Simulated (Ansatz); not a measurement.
Method: r2SCAN, with U_eff = 3.16 eV on W d (all-electron-ortho-atomic projectors), no spin polarisation; PAW, plane waves to 500 eV, 5×6×9 Γ-centred mesh, fermi-dirac occupations (width 0.0647 eV) (Ansatz 0.2.0), atoms fixed.

Computed maps in the lattice plane spanned by a (left to right, 6.41 Å, 19 points from zero) and b (bottom to top, 5.96 Å, 18 points from zero), 90° apart, at height 0.250 along c. The fields are smooth PAW ones with compensation charges, not the true ones near nuclei.

Valence density. Digits on a logarithmic scale: 0 up to 0.03 e/Å³, each further digit a factor of 1.6, 9 from 1.3 e/Å³ up:
```
6899999644333345566
7799997543222345677
9877766543212356899
9876655543222357999
9876555554322457999
9866677765433457999
8766899986433456799
6667999997544445667
5558999997554444455
3457999997665544333
3456899987777654222
2345677778999754212
3445556679999964222
3455555679999964322
4567766679999864333
5799997667998764334
6899998666676654444
6999999655555444445
```

ELF. Ten even steps from '0' (0.00) to '9' (0.79):
```
4377697432111123455
6448875431000135555
5643333421000145432
1575444431000255200
0576433332100255100
2674233333210266300
5772389864311257644
7743885994321136766
5545940683332123565
2345985853554321111
0234688635655542000
0234333356324553000
1234444664000453000
1233335763000454100
3333322674101564101
4478962476445673112
3696685367667752113
3691088345565422223
```

**Question.** The cell is TeW. Which atoms lie within 0.2 Å of this plane, and where (fractions of a and b)?

**Answer.** W at (0.19, 0.00), W at (0.31, 0.50), Te at (0.57, 0.23), Te at (0.93, 0.73). The whole cell:
```yaml
crystal:
  lattice:
    - [6.41330, 0.00000, 0.00000]
    - [0.00000, 5.96324, 0.00000]
    - [0.00000, 0.00000, 3.79479]
  atoms:
    - { symbol: W, position: [0.18900, 0.00200, 0.25000] }
    - { symbol: W, position: [0.81100, 0.99800, 0.75000] }
    - { symbol: W, position: [0.68900, 0.49800, 0.75000] }
    - { symbol: W, position: [0.31100, 0.50200, 0.25000] }
    - { symbol: Te, position: [0.57200, 0.23100, 0.25000] }
    - { symbol: Te, position: [0.42800, 0.76900, 0.75000] }
    - { symbol: Te, position: [0.07200, 0.26900, 0.75000] }
    - { symbol: Te, position: [0.92800, 0.73100, 0.25000] }
```

Origin: a known structure type with other elements, at an estimated volume, so it need not be a known compound. Caveats: a Hubbard term without moments, so a magnetic state may lie lower; atoms or cell far from equilibrium.
